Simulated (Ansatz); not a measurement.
MgH$_{2}$:
```yaml
crystal:
  lattice:
    - [4.48492, 0.00000, 0.00000]
    - [0.00000, 4.48492, 0.00000]
    - [0.00000, 0.00000, 2.99660]
  atoms:
    - { symbol: Mg, position: [0.50000, 0.50000, 0.50000] }
    - { symbol: Mg, position: [0.00000, 0.00000, 0.00000] }
    - { symbol: H, position: [0.69539, 0.69539, 0.00000] }
    - { symbol: H, position: [0.30461, 0.30461, 0.00000] }
    - { symbol: H, position: [0.80461, 0.19539, 0.50000] }
    - { symbol: H, position: [0.19539, 0.80461, 0.50000] }
```

Relaxed with r²SCAN.

### Question
Give the optical modes at the zone centre with their infrared and Raman activity from DFPT, DFT-r²SCAN in the program Ansatz with PAW potentials.

### Answer
Transverse frequencies, without the LO–TO term; a row sums one degenerate level.

```
ω (cm⁻¹)  degeneracy  IR ((D/Å)²/amu)  Raman (Å⁴/amu)  activity  symmetry
--------  ----------  ---------------  --------------  --------  --------
197                1             0.00               0    silent       B1u
308                2             0.29               0        IR        Eu
315                1             0.00            0.65     Raman       B1g
564                2            97.45               0        IR        Eu
838                1             0.00               0    silent       A2g
891                1            93.19               0        IR       A2u
1008               2             0.00              57     Raman        Eg
1155               1             0.00               0    silent       B1u
1224               2            79.71               0        IR        Eu
1326               1             0.00              20     Raman       A1g
1517               1             0.00             7.9     Raman       B2g
```

### Question
How high does the top mode go among those that the LO–TO term moves?

### Answer
1427 cm⁻¹ for q along x, 1427 cm⁻¹ for q along y, 1302 cm⁻¹ for q along z.

Space group P4_2/mnm (rutile). The r²SCAN relaxation kept the symmetry of its start; phonons on a q-mesh show no instability.

Potentials: the later of the program's two PAW sets.
